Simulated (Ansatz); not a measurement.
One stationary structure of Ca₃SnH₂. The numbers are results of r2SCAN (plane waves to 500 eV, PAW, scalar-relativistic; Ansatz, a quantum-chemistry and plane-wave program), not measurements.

```cif
data_H4Ca6Sn2
_chemical_formula_sum 'Ca6 Sn2 H4'
_space_group_name_H-M_alt 'P 1'
_space_group_IT_number 1
_cell_length_a 7.20051
_cell_length_b 7.20051
_cell_length_c 5.23539
_cell_angle_alpha 90.000
_cell_angle_beta 90.000
_cell_angle_gamma 104.179
loop_
_space_group_symop_operation_xyz
  'x, y, z'
loop_
_atom_site_label
_atom_site_type_symbol
_atom_site_fract_x
_atom_site_fract_y
_atom_site_fract_z
_atom_site_occupancy
Ca1 Ca 0.89064 0.10936 0.25000 1
Ca2 Ca 0.10936 0.89064 0.75000 1
Ca3 Ca 0.40810 0.18622 0.25000 1
Ca4 Ca 0.59190 0.81378 0.75000 1
Ca5 Ca 0.18622 0.40810 0.75000 1
Ca6 Ca 0.81378 0.59190 0.25000 1
Sn1 Sn 0.69317 0.30683 0.75000 1
Sn2 Sn 0.30683 0.69317 0.25000 1
H1 H 0.15161 0.15161 0.00000 1
H2 H 0.84839 0.84839 0.00000 1
H3 H 0.84839 0.84839 0.50000 1
H4 H 0.15161 0.15161 0.50000 1
```

**Question.** Find the space group and the Wyckoff positions (tolerance 0.01 Å).

**Answer.** Space group Cmcm (No. 63); a = 8.848 Å, b = 11.362 Å, c = 5.235 Å, α = β = γ = 90.00°

```csv
atom,site,symmetry,x,y,z
Ca,4c,m2m,0.0000,0.1094,0.2500
Ca,8g,..m,0.2028,0.3891,0.2500
Sn,4c,m2m,0.0000,0.6932,0.2500
H,8e,2..,0.1516,0.0000,0.0000
```

**Question.** Give the shortest distances between elements (the closest pairs, up to four, under 3.6 Å).

**Answer.** Ca–H 2.23 Å; H–H 2.62 Å; Ca–Sn 3.31 Å; Ca–Ca 3.59 Å.

```yaml
volume_per_atom: 21.93 Å³
band_gap: 0.39 eV, direct at Γ (no spin-orbit coupling)
```

No spin polarisation in the result.

The run could not lose the symmetry of its start.
